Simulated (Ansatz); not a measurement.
Input:

Si:
```cif
data_Si2
_chemical_formula_sum 'Si2'
_space_group_name_H-M_alt 'P 1'
_space_group_IT_number 1
_cell_length_a 3.84973
_cell_length_b 3.84973
_cell_length_c 3.84973
_cell_angle_alpha 60.000
_cell_angle_beta 60.000
_cell_angle_gamma 60.000
loop_
_space_group_symop_operation_xyz
  'x, y, z'
loop_
_atom_site_label
_atom_site_type_symbol
_atom_site_fract_x
_atom_site_fract_y
_atom_site_fract_z
_atom_site_occupancy
Si1 Si 0.50000 0.50000 0.50000 1
Si2 Si 0.75000 0.75000 0.75000 1
```

This is the r²SCAN-relaxed structure.

**Question.** All from r²SCAN (plane waves, PAW; program Ansatz), unless another level is named. Estimate the electron effective mass.

**Answer.** 0.19, 0.19, 0.93 mₑ (principal values).

**Question.** Next, the hole effective mass, band 3 of 3 at the edge?

**Answer.** 0.17 along [100], 0.11 along [110], 0.095 along [111] (mₑ).

**Question.** Predict the hole effective mass, band 1 of 3 at the edge.

**Answer.** 0.25 along [100], 2.5 along [110], 0.63 along [111] (mₑ).

**Question.** What about the valence-band maximum?

**Answer.** at Γ.

Space group Fd-3m (diamond). The cell was relaxed with r²SCAN under the symmetry of its start.

Potentials: the later of the program's two PAW sets.

Edges and masses are those of Kohn–Sham bands, whose gap is no quasiparticle gap.
